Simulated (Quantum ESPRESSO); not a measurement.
Band energies of AgI at -1.5 % isotropic strain

```xyz
2
Lattice="0.0000 3.1745 3.1745 3.1745 0.0000 3.1745 3.1745 3.1745 0.0000" Properties=species:S:1:pos:R:3 pbc="T T T"
Ag     0.0000     0.0000     0.0000
I      1.5872     1.5872     1.5872
```

norm-conserving PBEsol (Quantum ESPRESSO, 82 Ry, scalar-relativistic); path ΓXWKΓLUWLK,UX; energies in eV from the valence-band maximum.

```csv
k (1/Å),point,band 9,band 10,band 11,band 12,band 13,band 14,band 15,band 16
0.00,Γ,-3.40,-3.40,0.00,0.00,0.00,1.19,5.57,5.57
0.33,,-3.45,-3.37,-1.04,-0.56,-0.56,2.60,4.60,6.35
0.66,,-3.46,-3.32,-2.18,-1.54,-1.54,3.53,3.83,7.48
0.99,X,-3.30,-3.26,-2.89,-2.04,-2.04,3.29,3.72,8.60
1.48,W,-3.47,-3.15,-3.02,-2.49,-1.85,4.87,5.03,6.29
1.83,K,-3.40,-3.36,-3.07,-2.28,-1.62,3.75,4.95,7.62
2.15,,-3.43,-3.38,-2.69,-1.98,-0.90,3.87,5.46,6.19
2.57,,-3.42,-3.39,-1.19,-0.56,-0.16,2.37,5.17,5.85
2.88,Γ,-3.40,-3.40,0.00,0.00,0.00,1.19,5.57,5.57
3.21,,-3.41,-3.41,-1.35,-0.27,-0.27,2.26,5.36,5.93
3.63,,-3.37,-3.37,-3.12,-0.80,-0.80,2.61,6.10,6.10
3.74,L,-3.36,-3.36,-3.23,-0.83,-0.83,2.61,6.09,6.09
3.94,,-3.38,-3.37,-3.19,-1.26,-0.97,3.14,5.57,6.41
4.25,,-3.46,-3.37,-3.05,-2.21,-1.48,3.82,5.18,7.29
4.35,U,-3.40,-3.36,-3.07,-2.28,-1.62,3.75,4.95,7.62
4.70,W,-3.47,-3.15,-3.02,-2.49,-1.85,4.87,5.03,6.29
4.96,,-3.47,-3.33,-3.06,-2.05,-1.46,4.26,5.10,6.29
5.22,,-3.38,-3.36,-3.20,-1.16,-0.94,3.03,5.66,6.32
5.40,L,-3.36,-3.36,-3.23,-0.83,-0.83,2.61,6.09,6.09
5.57,,-3.38,-3.37,-3.20,-1.16,-0.94,3.02,5.67,6.33
5.83,,-3.45,-3.38,-3.07,-2.05,-1.36,3.83,5.24,7.09
6.00,K,-3.40,-3.36,-3.07,-2.28,-1.62,3.75,4.95,7.62
6.00,U,-3.40,-3.36,-3.07,-2.28,-1.62,3.75,4.95,7.62
6.35,X,-3.30,-3.26,-2.89,-2.04,-2.04,3.29,3.72,8.60
```

The PBEsol gap is direct, 1.19 eV at Γ.

Spin-orbit coupling is left out, which matters for elements this heavy: edges can move by tenths of an eV.

Geometry strained from the cell relaxed with PBEsol, atoms relaxed again.
